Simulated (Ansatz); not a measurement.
SrO (rock salt)

```xyz
4
Lattice="0.0000 5.1950 5.1950 2.5975 0.0000 2.5975 2.5975 2.5975 0.0000" Properties=species:S:1:pos:R:3 pbc="T T T"
O      0.0000     0.0000     0.0000
O      2.5975     5.1950     2.5975
Sr     2.5975     2.5975     2.5975
Sr     2.5975     5.1950     5.1950
```

A phonon eigenvector at L = (0.5, 0.0, 0.0) is frozen into this cell: atom i moves by Q times the vector below, so Q is the largest atomic displacement, in Å. The cell is held. It is one choice among 2 degenerate patterns. (q is in reciprocal vectors of the primitive cell; the cell shown is doubled to hold the pattern.)

```tsv
atom	x	y	z
Sr3	-0.285	0.520	-0.805
Sr4	0.285	-0.520	0.805
```

Atoms not listed stay in place.

Calculation: PBE (plane waves to 420 eV, PAW, scalar-relativistic; Ansatz, a program for electronic structure). k mesh 11×11×11 (Γ-centred), Fermi-Dirac smearing 0.05 eV. SrO was relaxed with its symmetry unable to fall.

At one point of the scan the forces (eV/Å) are:

```json
[
 {"atom": "O1", "Fx": "0.000", "Fy": "0.000", "Fz": "0.000"},
 {"atom": "O2", "Fx": "0.000", "Fy": "0.000", "Fz": "0.000"},
 {"atom": "Sr3", "Fx": "-0.074", "Fy": "0.136", "Fz": "-0.212"},
 {"atom": "Sr4", "Fx": "0.074", "Fy": "-0.136", "Fz": "0.212"}
]
```

Which point is it?
A) Q = -0.050 Å
B) Q = -0.083 Å
C) Q = -0.017 Å

B, Q = -0.083 Å

(A displaced cell: forces are minus the slopes of the energy, force constants its curvatures, and phonons follow from these.)
